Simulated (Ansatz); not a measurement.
TeSe in space group P1 (No. 1; Pearson symbol aP6), the program Ansatz at the r²SCAN level (PAW), all energies at zero smearing, with the estimated change up to a 700 eV cutoff added, with one set of potentials and settings (totals compare only within such a set). Cell of 6 atoms (3 Te, 3 Se): -37419.199 eV.

| element | reference phase | E (eV/atom) |
|---|---|---|
| Te | P3_121, 3 atoms in the cell | -6994.9041 |
| Se | P3_121, 3 atoms in the cell | -5478.1406 |

Formation energy per atom, worked out: (-37419.199 − 3×(-6994.9041) − 3×(-5478.1406))/6 = -0.011 eV/atom (-1 kJ per mol of atoms), at 0 K, without zero-point energy or fitted corrections.

The first step of the workflow began from a Materials Project structure, measured or hypothetical; the Crystallography Open Database copy checked does not list it. Whether it is the stable phase at ambient conditions was not checked. Symmetry was held in the r²SCAN relaxation; its stability against distortions is not shown here. A crystal of weakly bound chains computed without a dispersion correction: the cell and the soft elastic constants depend strongly on that. The references are the lowest solids computed at this level, not always the standard phases. Scalar-relativistic: spin–orbit coupling is off unless named, which matters more the heavier the elements.

Potentials: the earlier of the program's two PAW sets.
